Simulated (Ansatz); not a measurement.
# Run record: phonons of NaCl (Fm-3m)

Computed with r²SCAN, PAW on Ansatz 0.2.0's default frozen-core files (fitted under PBE), scalar-relativistic; not a measurement.

The cell is the relaxed one with its volume scaled by 0.985.

Command line:

```sh
ansatz run input.yaml --threads 2 --pin off --max-ram 5120MiB --backend cpu --events-out ev --progress --plain --runs-dir out
```

Input file:

```yaml
crystal:
  lattice:
    - [0.0, 2.78989043056, 2.78989043056]
    - [2.78989043056, 0.0, 2.78989043056]
    - [2.78989043056, 2.78989043056, 0.0]
  atoms:
    - { symbol: Na, position: [0.0, 0.0, 0.0] }
    - { symbol: Cl, position: [0.5, 0.5, 0.5] }
kpoints:
  mp_grid: { grid: [8, 8, 8] }
scf:
  occupations: { method: fixed }
hamiltonian:
  xc: r2scan
  pseudopotentials: { kind: paw }
phonons:
  qmesh: [2, 2, 2]
  qpath:
    path:
      - [0.0, 0.0, 0.0]
      - [0.5, 0.0, 0.5]
      - [0.625, 0.25, 0.625]
      - [0.375, 0.375, 0.75]
      - [0.0, 0.0, 0.0]
      - [0.5, 0.5, 0.5]
      - [0.5, 0.25, 0.75]
      - [0.5, 0.0, 0.5]
    npoints: 6
  temperatures: { t_min: 0, t_max: 1000, t_step: 100 }
```

Output:

```
Warning: RAYON_NUM_THREADS=2 ignored (pool sized by the plan → 2); use --threads N
Engine: ansatz 0.2.0, aarch64-unknown-linux-gnu
Pseudopotentials: kind: paw
Pseudopotential: Na, paw, valence charge 9, recommended cutoff 500 eV (meta_gga), Na.paw.azcp
Pseudopotential: Cl, paw, valence charge 7, recommended cutoff 500 eV (meta_gga), Cl.paw.azcp
Functional definition: r2SCAN
  parameter k0 = 0.174
  parameter k1 = 0.065
  parameter a1 = 4.9479
  exchange = r2scan_x(k0 = k0, k1 = k1, a1 = a1)
  correlation = r2scan_c
Crystal: 4 atoms, lattice volume = 86.860 Å³
Basis set: ecut = 500 eV, 2173 PW (Γ), FFT grids on a1, a2, −a1+a2+a3, exchange–correlation on 300×300×450 points (1000 copies of the dense FFT grid, shifted against one another)
Bands: 20, of which v1, the nominal top of the filled ones, is band 16 counted from 1 (15 counted from 0)
Symmetry: 32 space group operations
k-points: 39 of 256
Non-local potential: Na, projectors of the file, l = 0: 3, l = 1: 2, l = 2: 1
Non-local potential: Cl, projectors of the file, l = 0: 2, l = 1: 2, l = 2: 2
PAW form: soft (Blöchl's): semilocal exchange-correlation on the pseudo side does not see the compensation charge
PAW frozen core: Na, regenerated for the run's functional (the file was generated under x = pbe(κ = 0.804, μ = 0.2195149727645171), c = pbe(β = 0.06672455060314922))
PAW frozen core: Cl, regenerated for the run's functional (the file was generated under x = pbe(κ = 0.804, μ = 0.2195149727645171), c = pbe(β = 0.06672455060314922))
PAW one-centre angular grid: Na, 302 points (default); XC on 339 of its mesh's 2595 points in the sphere
PAW one-centre angular grid: Cl, 302 points (default); XC on 160 Gauss nodes
Initial density: handed on by an earlier stage of this run
Initial wavefunctions: those handed on with the density
Functional: x = r2scan, c = r2scan; τ floored in thin density (d = 2e-4 eV/Å³)
[... 106 lines left out ...]
        0.000000     2.426228    -0.000000
        0.000000     0.000000     2.426228
  ε⁰ (static dielectric tensor): not given — the deck does not say what the cell's rigid motions are, and on a molecule in a box or a wire the rigid rotations would enter the sum over the modes at Γ. For a crystal or a slab, ...
  Born effective charges Z* (e; rows j = field, columns β = displacement):
    site 0:
         1.07423    0.00000   -0.00000
        -0.00000    1.07423   -0.00000
        -0.00000   -0.00000    1.07423
    site 1:
        -1.07423   -0.00000    0.00000
         0.00000   -1.07423    0.00000
         0.00000    0.00000   -1.07423
  Z* charge neutrality: 1.536e-3 e pre-enforcement
  k-mesh period / interband length: 31.6 Å / 1.21 Å = 26.14 at k = (0.0000, 0.0000, 0.0000), direct gap 6.035 eV — 14 or more, which is no proof of convergence
  optical modes at Γ without the LO–TO term, one row a degenerate level:
      ω (cm⁻¹)  modes    IR ((D/Å)²/amu)
        180.14      3             5.7271
  optical modes at Γ + LO–TO along q̂ = [1.0000, 0.0000, 0.0000]:
      ω (cm⁻¹)  modes    IR ((D/Å)²/amu)
        180.14      2             3.8181
        266.63      1             1.9090
  optical modes at Γ + LO–TO along q̂ = [0.0000, 1.0000, 0.0000]:
      ω (cm⁻¹)  modes    IR ((D/Å)²/amu)
        180.14      2             3.8181
        266.63      1             1.9090
  optical modes at Γ + LO–TO along q̂ = [0.0000, 0.0000, 1.0000]:
      ω (cm⁻¹)  modes    IR ((D/Å)²/amu)
        180.14      2             3.8181
        266.63      1             1.9090
--- Phonons (by wavevector): 3 wavevectors in 2 supercells ---
  supercell 1 (2 cells, vectors [1, 0, 0], [0, 1, -1], [0, 0, 2] in multiples of the cell's): 2 displaced members by 0.0025 Å; free energy -5152.653364 eV; taken off its force constants: by the sum rule 5.5e-4, by the ...
  symmetry images taken by strict's conditions (phonons.symmetry_images: auto; settled by no image being taken that strict refuses)
  supercell 2 (2 cells, vectors [1, 0, 0], [0, 1, 0], [0, 0, 2] in multiples of the cell's): 2 displaced members by 0.0025 Å; free energy -5152.653364 eV; taken off its force constants: by the sum rule 9.2e-5, by the ...
  symmetry images taken by strict's conditions (phonons.symmetry_images: auto; settled by no image being taken that strict refuses)
  q = [0.0000, 0.0000, 0.0000] (star 1, supercell 1; hermiticity 0.00e0, symmetrization 1.67e-5): -0.00 -0.00 0.00 180.14 180.14 180.14
  q = [0.0000, 0.0000, -0.5000] (star 4, supercell 2; hermiticity 9.07e-17, symmetrization 3.95e-16): 125.91 125.91 146.66 146.66 182.69 224.92
  q = [0.0000, -0.5000, -0.5000] (star 3, supercell 1; hermiticity 1.35e-16, symmetrization 3.13e-16): 86.94 86.94 143.36 189.12 189.12 201.03
  joined force constants: q→R imaginary residual 3.24e-17
  density of states and harmonic sums: on the 20×20×20 q-mesh, interpolated from the force constants of a 2×2×2 supercell (with the dipole–dipole term)
  largest difference from the sums on the solved wave vectors: F 7.16e-2 eV, S 1.04e-4 and C_V 3.22e-5 eV/K
```

The calculation finished and met its thresholds.

Field response:

Linear response of an insulating crystal by Kohn-Sham DFT to a field and to zone-centre displacements, local fields included; Born charges neutralised; LO modes for wave vectors along x and z; Cartesian axes as in the input.

```
Dielectric electronic (x, y, z)   : 2.426, 2.426, 2.426
Highest phonon with field along x : 266.6 cm⁻¹
Highest phonon with field along z : 266.6 cm⁻¹
Highest phonon without field      : 180.1 cm⁻¹
```

```
atom  born charge xx (e)  born charge yy (e)  born charge zz (e)
 Na1               1.074               1.074               1.074
 Cl2              -1.074              -1.074              -1.074
```

Phonons on the q mesh:

Harmonic phonons of a crystal by Kohn-Sham DFT at the given cell, standard atomic masses, acoustic sum rule imposed; negative wavenumbers are unstable modes; one row a degenerate set, branches counted upwards.

```
Unstable phonons : no
```

```tsv
point	q a (r.l.u.)	q b (r.l.u.)	q c (r.l.u.)	branch	phonon wavenumber (cm⁻¹)	degeneracy
Gamma	0	0	0	4	180.1	3
L	0.5	0	0	1	125.9	2
L	0.5	0	0	3	146.7	2
L	0.5	0	0	5	182.7	1
L	0.5	0	0	6	224.9	1
X	0.5	0.5	0	1	86.9	2
X	0.5	0.5	0	3	143.4	1
X	0.5	0.5	0	4	189.1	2
X	0.5	0.5	0	6	201	1
```

### Harmonic thermodynamics

Sums over wave vectors interpolated from the q mesh.

```json
{
 "Zero point energy": "28.33 meV/atom"
}
```

```
temperature (K)  phonon heat capacity (k_B/atom)  phonon entropy (k_B/atom)  phonon free energy (meV/atom)
            100                            2.029                      1.368                          24.26
            200                            2.698                      3.042                           4.76
            300                             2.86                      4.173                         -26.61
            400                             2.92                      5.005                         -66.31
            500                            2.948                       5.66                         -112.4
            600                            2.964                      6.199                         -163.5
            700                            2.973                      6.656                           -219
            800                            2.979                      7.054                         -278.1
            900                            2.984                      7.405                         -340.4
           1000                            2.987                       7.72                         -405.6
```

Known limits: frozen-core PAW files fitted under PBE, their cores solved anew for the functional of the run; cell scaled away from its relaxed volume; no LO-TO term at the zone centre; coarse q mesh.

It took 2.4 min on 2 threads of Arm Neoverse V2, on a shared host, peak memory 3 GiB.
